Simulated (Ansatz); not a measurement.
The cell below belongs to a search over invented structures; it isn't taken from experiment.

Input and command of a plane-wave DFT calculation in Ansatz:

```yaml
crystal:
  lattice:
    - [2.7017351522, 0.0, 0.0]
    - [-1.3508675761, 2.3397712761, 0.0]
    - [0.0, 0.0, 21.9846410039]
  atoms:
    - { symbol: Cu, position: [0.0, 0.0, 0.8628622356] }
    - { symbol: Cu, position: [0.3333333333, 0.6666666667, 0.770746423] }
    - { symbol: Cu, position: [0.3333333333, 0.6666666667, 0.0455799825] }
    - { symbol: Cu, position: [0.0, 0.0, 0.1371377644] }
    - { symbol: Cu, position: [0.6666666667, 0.3333333333, 0.229253577] }
    - { symbol: Cu, position: [0.6666666667, 0.3333333333, 0.9544200175] }
    - { symbol: Mo, position: [0.3333333333, 0.6666666667, 0.3314382032] }
    - { symbol: Mo, position: [0.6666666667, 0.3333333333, 0.4437934442] }
    - { symbol: Mo, position: [0.3333333333, 0.6666666667, 0.5562065558] }
    - { symbol: Mo, position: [0.6666666667, 0.3333333333, 0.6685617968] }
basis:
  ecutwfc: 500
kpoints:
  mp_grid: { grid: [12, 12, 2] }
hamiltonian:
  xc: r2scan
scf:
  occupations: { method: gaussian, width: 0.1 }
output:
  forces: true
  stress: true
  eigenvalues: true
```

```bash
ansatz run input.yaml --threads 1 --pin off --max-ram 2560MiB --backend cpu --events-out ev --progress --plain --runs-dir out
```

Processor: Intel(R) Xeon(R) Platinum 8259CL CPU @ 2.50GHz (Skylake/Cascade Lake), 1 thread, on a host shared with other jobs.

Q: Estimate time, memory and problem size.

A: About 95 s, peak memory 0.98 GiB. It solves 102 bands at 38 k points (after reduction by symmetry) with about 3465 plane waves, in 16 SCF iterations.
